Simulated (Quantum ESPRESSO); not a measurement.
```cif
data_BaO3Ti
_chemical_formula_sum 'O3 Ti1 Ba1'
_space_group_name_H-M_alt 'P 1'
_space_group_IT_number 1
_cell_length_a 4.00768
_cell_length_b 4.00768
_cell_length_c 4.00768
_cell_angle_alpha 90.000
_cell_angle_beta 90.000
_cell_angle_gamma 90.000
loop_
_space_group_symop_operation_xyz
  'x, y, z'
loop_
_atom_site_label
_atom_site_type_symbol
_atom_site_fract_x
_atom_site_fract_y
_atom_site_fract_z
_atom_site_occupancy
O1 O 0.50000 0.00000 0.00000 1
O2 O 0.00000 0.50000 0.00000 1
O3 O 0.00000 0.00000 0.50000 1
Ti1 Ti 0.00000 0.00000 0.00000 1
Ba1 Ba 0.50000 0.50000 0.50000 1
```

The geometry is that of Materials Project entry mp-2998, symmetrised and not relaxed again.

**Question.** What does norm-conserving LDA (Quantum ESPRESSO, 84 Ry, no spin-orbit coupling) give for the electronic structure near the Fermi level?

**Answer.** The LDA gap is indirect, 1.74 eV, from R to Γ; the smallest direct gap is 1.85 eV. The cell is held in this high symmetry; tilts and polar distortions were not searched.

This is not the ordinary phase of the substance.
